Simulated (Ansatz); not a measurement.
The start is a generated cell, Cr built in the bcc structure type. The structure is fully relaxed (lattice and positions, P = 0) with PBE (plane waves to 420 eV, PAW, scalar-relativistic; Ansatz, a first-principles code). The first steps use a coarse 16×16×16 k-mesh.

Input geometry:
```
Cr
1.0
   -1.44000     1.44000     1.44000
    1.44000    -1.44000     1.44000
    1.44000     1.44000    -1.44000
Cr
1
Cartesian
  0.00000   0.00000   0.00000
```
Spin-polarised start, with parallel moments on Cr.

What pressure does the first self-consistent step give?

-8.0 GPa (negative: the cell is under tension).

By how much does the energy per atom fall from start to end?

0.01 eV/atom.

How does the volume per atom move from start to end?

-3.3 %, from 11.94 to 11.55 Å³/atom.

How do the shortest distances between atoms change?

The closest pairs of elements (up to four, under 3.6 Å), start → end: Cr–Cr 2.49 → 2.47 Å.

What band gap does the relaxed structure have at this level?

Zero (metallic).

What magnetic moments remain?

Zero (the starting moments vanished).

The space group stays Im-3m (No. 229) (the run could not lower it); the end is bcc (W type), with 1 atom in the primitive cell. Final values are on a 23×23×23 k-mesh of the relaxed cell. No spin polarisation in the result: the starting moments vanished. A magnetic state may lie lower.

The run could not lose the symmetry of its start.
